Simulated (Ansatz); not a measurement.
ReP in the NiAs-type structure

Level of theory: DFT, PBE, scalar-relativistic, no spin polarisation; plane waves to 420 eV with PAW datasets (Ansatz 0.2.0), 10×10×8 k-mesh, Gaussian smearing of 0.05 eV; PAW files: Ansatz's generated set soft_2.

```yaml
crystal:
  lattice:
    - [3.74867, 0.00000, 0.00000]
    - [-1.87433, 3.24644, 0.00000]
    - [0.00000, 0.00000, 5.08019]
  atoms:
    - { symbol: Re, position: [0.00000, 0.00000, 0.00000] }
    - { symbol: Re, position: [0.00000, 0.00000, 0.50000] }
    - { symbol: P, position: [0.33333, 0.66667, 0.25000] }
    - { symbol: P, position: [0.66667, 0.33333, 0.75000] }
```

The start was a prototype's sites filled with these elements, not a measured cell.

Cell and atoms are those of this level's equilibrium.

Path: Γ–M–K–Γ–A–L–H–A | L–M | H–K, with Γ = (0.000, 0.000, 0.000), M = (0.500, 0.000, 0.000), K = (0.333, 0.333, 0.000), A = (0.000, 0.000, 0.500), L = (0.500, 0.000, 0.500), H = (0.333, 0.333, 0.500) in reciprocal vectors of the calculation's cell.

Is it a metal or an insulator, and if it has a gap, where are the band edges on this path?

A metal: bands cross the Fermi level.

Bands as a text map, energy in eV from the Fermi level (dashes), each leg drawn with the same width:
```
  4.86 |  ***    *                         ****           **    *    *     
  4.57 |  **    *                  *        **      *                      
  4.29 |         **      *                 *              **   *      *    
  4.00 |                 ***        ***   *          *****  * *            
  3.71 |          **    * **         * *                *   ***        *   
  3.43 |  *        *               *    *                     *         *  
  3.14 |   *        *  *  * *         *  *                   *           * 
  2.86 |**  *    ******      **   *      *             *    *  **         *
  2.57 |    *****    * *** *   *       ** *                      **        
  2.29 |  *                     **         **       ***   **               
  2.00 | *   *        *     *   *            ***           *            ***
  1.71 |***********  *  * ****** *              *  *        *******   **   
  1.43 |  **       ***** * *                     *                   *    *
  1.14 | *  ********** **** *                     *             *****   ** 
  0.86 |*          *         **   *    **        *    *        *    ****   
  0.57 |      *   *            *                *    *        *            
  0.29 |       ***                       *     *   *   *     * ****        
  0.00 |-------**-**----*-*-----*--*--*-------*-------------*******---**---
 -0.29 |  *** *     ** *** *   ***   *    ****      *   * ****       *  ** 
 -0.57 |**   *        *  *  ***  *  *     ****           *****            *
 -0.86 | ** * *    *****   **     **     *    **   *        * ***   *   ***
 -1.14 |   **  ******* ****             *       **   *       *   **  ***   
 -1.43 |     ** **         *       *   *         **   *    *  ***  **      
 -1.71 |***    *            **      ***    ******  *   ****      **        
 -2.00 | *            *     * *      **  **         *****  *        *     *
 -2.29 |            ** *           *   **                            *   * 
 -2.57 |  *        *           *  *                         *           *  
 -2.86 |       *           *    **                           *   **   *    
        Γ      M      K      Γ      A      L      H      AL       MH      K
```

For elements this heavy, spin–orbit coupling would shift levels and gaps; it isn't included here.
